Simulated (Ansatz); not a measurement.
# CsCl-type GdSn

Level of theory: DFT, PBE+U (U_eff = 6 eV on Gd 4f), scalar-relativistic, collinear spin; plane waves to 420 eV with PAW datasets (Ansatz 0.2.0), 8×8×8 k-mesh, Gaussian smearing of 0.05 eV. The datasets are Ansatz's generated set soft_2.

```
Gd Sn
1.0
     3.82467    0.00000    0.00000
     0.00000    3.82467    0.00000
     0.00000    0.00000    3.82467
Gd Sn
1 1
Direct
  0.00000 0.00000 0.00000
  0.50000 0.50000 0.50000
```

The cell came from substitution into a structure type; no database entry of this phase was matched, which doesn't show that none exists.

Magnetic state: ferromagnetic, site spin moments Gd 7.30 μB.

The cell above was scaled in volume, its shape and atoms being fixed by the lattice's symmetry. Energies are counted from the cell above.

```
V (Å³/atom)  ΔE (meV/atom)  P (GPa)  largest moment (μB)
      26.44           16.5      3.7                 7.30
      26.85            8.4      2.6                 7.30
      27.41            2.0      1.2                 7.30
      27.97            0.0      0.0                 7.30
      28.53            2.0     -1.1                 7.30
      29.09            7.5     -2.1                 7.30
      29.93           21.8     -3.4                 7.30
      30.77              ?        ?                    ?
```

(1) Fill in the withheld row.

(2) What do the points give for the equilibrium volume, the bulk modulus and its pressure derivative (third-order Birch–Murnaghan)?

Answers:

(1) ΔE (meV/atom): 42.6, P (GPa): -4.5, largest moment (μB): 7.30.

(2) V0 = 27.97 Å³/atom, B0 = 57 GPa, B0′ = 4.0.

B0·V0 = 57.1 GPa × 27.97 Å³ = 9.97 eV/atom sets the scale: near the minimum ΔE ≈ ½ B0 V0 x², with x = V/V0 − 1, and a pressure of 0.6 GPa squeezes the volume by about 1 %. At the ends of the curve: x = −5.5 % predicts 15.0 meV/atom and the run gives 16.5; x = +10.0 % predicts 50.0 meV/atom and the run gives 42.6. The curve is steeper than the parabola on the compressed side and flatter on the expanded side: the bulk modulus rises with pressure.

No spin–orbit coupling, a notable omission for heavy elements. The run wasn't fully tested for a lower electronic state. Site moments are of spin, integrated over atomic spheres. The moments were started parallel, and the real magnetic order may be another. The run is a metal.
